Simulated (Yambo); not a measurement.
SnSe$_{2}$ (CdI2 type, space group P-3m1, No. 164); a = b = 3.8419 Å, c = 6.4859 Å, α = β = 90.00°, γ = 120.00°. With the G0W0 scissor the direct gap on the mesh is 1.87 eV. Axes are Cartesian, with cell vectors (Å) (3.84, 0.00, 0.00), (-1.92, 3.33, 0.00), (0.00, 0.00, 6.49).

Question: Can the lowest exciton of this BSE run be trusted, and with what binding energy? (Yambo, PBEsol bands; 6×6×4 mesh, 10 valence and 6 conduction bands, static screening with 106 bands and a 4 Ry block, scissor 0.82 eV, Tamm-Dancoff.)

Answer: The mesh holds a bound state, but the numbers are provisional. These are vertical excitations (zero momentum); the indirect quasiparticle gap, about 1.46 eV, is smaller than the direct one (1.87 eV on the GW mesh). The lowest state lies at 1.66 eV (dark for light along x), the direct quasiparticle gap on this mesh at 1.87 eV. Its binding energy, counted from that gap, is 0.21 eV; it spreads over about 12 k points of the mesh. Convergence with the mesh was not shown. The first optically allowed state is at 1.80 eV. The scissor comes from a G0W0 run whose convergence isn't established. 

The standard potentials for Se, Sn keep a d shell in the valence without the s and p states of that shell. In tests on such compounds this moved G0W0 gaps by up to about 0.9 eV, so absolute quasiparticle energies here are unreliable; differences between settings are what counts.

Spin-orbit coupling is included.

Geometry of the Materials Project entry, not relaxed at this level.

The distance between layers or molecules is the database entry's, not relaxed here. Functionals without dispersion can leave it too large, which widens gaps and weakens the response across layers: the numbers belong to this cell.
